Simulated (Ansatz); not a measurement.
**SnSe2: an elastic constant from a strain scan**

The calculation used DFT PBE, scalar-relativistic, plane waves, PAW (Ansatz 0.2.0). Settings: plane waves to 420 eV, k-mesh 12×12×4 (Γ-centred), Gaussian smearing 0.05 eV. No spin polarisation. Energies are free energies at this smearing, counted from the undisturbed cell; pressure is positive in compression.

Zero of the scan (relaxed at this level):

```xyz
3
Lattice="3.8717 0.0000 0.0000 -1.9359 3.3530 0.0000 0.0000 0.0000 6.9880" Properties=species:S:1:pos:R:3 pbc="T T T"
Sn    0.0000    0.0000    0.0000
Se    0.0000    2.2354    1.5943
Se    1.9359    1.1177    5.3937
```

The cell holds layers and no dispersion correction was added, so their binding is poorly described.

The cell is strained by ε times the Voigt pattern (1, 1, 0, 0, 0, 0) (xx, yy, zz, yz, xz, xy; engineering shear) with fractional coordinates fixed. The cell holds 3 atoms in V0 = 90.72 Å³. The stress column is τ = (1/V0) dE/dε, got from the stress tensor σ (compression positive) at each point as −det(1 + εP) σ : P(1 + εP)⁻¹, with P the pattern as a tensor.

| ε | ΔE (meV/atom) | τ (GPa) |
| --- | --- | --- |
| -0.0600 | 104.237 | -20.045 |
| -0.0450 | 56.110 | -14.075 |
| -0.0300 | 23.891 | -8.793 |
| -0.0150 | 5.742 | -4.127 |
| 0.0000 | 0.000 | -0.016 |
| 0.0150 | 5.180 | 3.596 |
| 0.0300 | 19.940 | 6.760 |
| 0.0450 | 43.077 | 9.521 |
| 0.0525 | 57.445 | 10.763 |
| 0.0600 | ? | ? |

Question: Which combination of elastic constants does this scan measure, and how large is it?

Answer: For small ε, τ = τ0 + Kε with K = pᵀCp, which for this pattern is C11 + C22 + 2 C12 in the Cartesian frame shown. The parabola through τ at ε = -0.0150, 0 and 0.0150 has slope K = 257 GPa at zero. The energies per cell, E = NΔE, of the same two points give K = 2[E(ε₊)/ε₊ − E(ε₋)/ε₋]/[(ε₊ − ε₋)V0] = 257 GPa, in agreement. These are clamped-ion values.

Question: Predict the withheld row at ε = 0.0600 from the harmonic law, and compare.

Answer: ΔE = V0(τ0 ε + Kε²/2)/N = 87.276 meV/atom and τ = 15.43 GPa. The calculation gives 73.508 meV/atom and 11.92 GPa: the energy lies 16 % below the harmonic value, as bonds soften when stretched.

Forces appear on the atoms along this scan, and letting them relax would lower the energy and soften the response.

Cost: 10 runs of about 1.2 core-minutes in all, on Arm Neoverse V2 (shared hosts).